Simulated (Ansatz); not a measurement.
Given:

Generalised stacking fault of PbS (rock salt) on the {100} plane. The cell below holds the perfect crystal with the plane normal along z; tilting its third vector by the shift puts one fault into each cell, between planes 3.00 Å apart, at fixed cell height.

```
CELL_PARAMETERS angstrom
      4.24894     0.00000     0.00000
      0.00000     4.24894     0.00000
      2.12447     2.12447     9.01336
ATOMIC_POSITIONS crystal
  S  0.00000 0.00000 0.83333
  S  0.33333 0.33333 0.16667
  S  0.66667 0.66667 0.50000
  Pb 0.50000 0.50000 0.83333
  Pb 0.83333 0.83333 0.16667
  Pb 0.16667 0.16667 0.50000
```

In-plane vectors a = (4.249, 0.000) Å, b = (0.000, 4.249) Å, area 18.05 Å². The shift is s times the vector a (length 4.249 Å), so s = 1 restores the start. The shift is rigid: no atom relaxes. γ = [E(shift) − E(0)] / area.

These are PBE (plane waves to 420 eV, PAW, scalar-relativistic; Ansatz, a program for electronic structure) values and carry that method's errors. k mesh 7×7×7 (Γ-centred), Fermi-Dirac smearing 0.05 eV. E is the zero-smearing estimate. Faults lie only 9.0 Å apart, and holding the cell height and the atoms raises γ above its relaxed value. PbS was relaxed with its symmetry unable to fall. Spin-orbit coupling is left out, though Pb is heavy. The zero of γ is zero shift.

The scan covers s from 0.000 to 0.917 in 12 points.

Question: At which s is γ highest?

Answer: s = 0.500.

Question: Does γ have a local minimum between the ends of the line, and at which s?

Answer: No computed point is one.

Question: What is the highest γ among twelve even steps of s?

Answer: 474 mJ/m².

(The slope of γ gives the shear force per area between the displaced halves; near zero shift its curvature is an elastic stiffness.)
